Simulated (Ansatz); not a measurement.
Property card for InGa3Sb3As

InGa₃Sb₃As:
```
CELL_PARAMETERS angstrom
      4.37937     0.00000     0.00000
      0.00000     4.39317     0.00000
      0.00000     0.00000    12.43656
ATOMIC_POSITIONS crystal
  In 0.00000 0.00000 0.98748
  As 0.00000 0.50000 0.86263
  Ga 0.50000 0.50000 0.75432
  Sb 0.50000 0.00000 0.62982
  Ga 0.00000 0.00000 0.50480
  Sb 0.00000 0.50000 0.38003
  Ga 0.50000 0.50000 0.25450
  Sb 0.50000 0.00000 0.13087
```

Space group Pmm2 (No. 25); conventional cell a = 4.379 Å, b = 4.393 Å, c = 12.437 Å, α = 90.00°, β = 90.00°, γ = 90.00°.

Method: plane-wave PAW PBE (Ansatz code). Geometry: relaxed at this level of theory. Other levels are named where they apply.

Cell and energy:

```
Quantity                                                      Result
-----------------------------------------------------  -------------
Volume per atom                                             29.91 Å³
Density                                                   5.30 g/cm³
Formation energy from the elements (no fitted shifts)  -0.17 eV/atom
```

Electronic structure:

```
Property                                                                                                   Result
------------------------------------  ---------------------------------------------------------------------------
Electronic character                  no gap, with almost no states at the Fermi level (zero-gap or semimetallic)
Density of states at the Fermi level                                 0.00 states/eV per atom (mean over ±0.08 eV)
```

The start of the workflow was typed in or built on a structure type; neither database checked (COD, Materials Project) lists it. Its standing as an ambient phase is unchecked. Symmetry was held in the PBE relaxation; its stability against distortions is not shown here. The references are the lowest solids computed at this level, not always the standard phases. Scalar-relativistic: spin–orbit coupling is off unless named, which matters more the heavier the elements.

Potentials: the earlier of the program's two PAW sets.
